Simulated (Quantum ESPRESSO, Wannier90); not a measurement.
Te₂Pd (P-3m1), plane waves to Wannier functions

```
begin unit_cell_cart
ang
    4.0700898546    0.0000000000    0.0000000000
   -2.0350449273    3.5248012098    0.0000000000
    0.0000000000    0.0000000000    5.2330800000
end unit_cell_cart
begin atoms_frac
Te   0.3333333333 -0.3333333333  0.2610900000
Te  -0.3333333333  0.3333333333 -0.2610900000
Pd   0.0000000000  0.0000000000  0.0000000000
end atoms_frac
```

Cell from Materials Project (mp-782), symmetrised, no further relaxation. COD (Crystallography Open Database) has an entry of this formula and space group (matched by these alone). Method: PBEsol plane waves in Quantum ESPRESSO 7.5 (PseudoDojo norm-conserving files, 66 Ry, no spin polarisation, no spin-orbit coupling), Bloch states on a 6×6×4 mesh through Γ, Wannier90 4.0.1. Density: 12×12×6 mesh, cold smearing 0.01 Ry. The cell is built of weakly bound layers, chains or molecules, whose nearest atoms lie 3.43 Å apart. Database cells relaxed without dispersion often hold them too far apart, which can enlarge gaps and weakens couplings between them; spacing and stacking were not compared with the measured crystal. Spin-orbit coupling is left out although heavy elements are present.

A tight-binding model is made by disentanglement and projection with no localisation steps (num_iter = 0), so the 17 orbitals stay atom-like: hydrogen-like Te: s;p; Pd: s;p;d, axes along x, y, z; frozen window up to 1.50 eV relative to the Fermi level. It follows pw.x to 16 meV rms for states up to 1.0 eV relative to the Fermi level. Matrix elements depend on this choice of orbitals and windows. Bands 5–14 (Te 4d 100 %) lie between the kept ones and are excluded.

Q: What are the on-site energies relative to the Fermi level, and how fast do the hoppings decay?

A: 
```tsv
atom	orbitals	energy (eV)
Te1	s	-11.23
Te1	pz	-2.41
Te1	px py	-3.16
Te2	s	-11.23
Te2	pz	-2.41
Te2	px py	-3.16
Pd3	s	-81.78
Pd3	pz	-49.79
Pd3	px py	-49.88
Pd3	dz2	-3.23
Pd3	dxz dyz	-3.43
Pd3	dx2-y2 dxy	-3.51
```

```
distance of the centres (Å)  largest modulus (eV)
---------------------------  --------------------
2–3                                           5.2
3–4                                          0.93
4–5                                          0.93
5–6                                          0.14
6–7                                           1.0
7–8                                          0.10
8–9                                          0.19
9–10                                         0.21
```
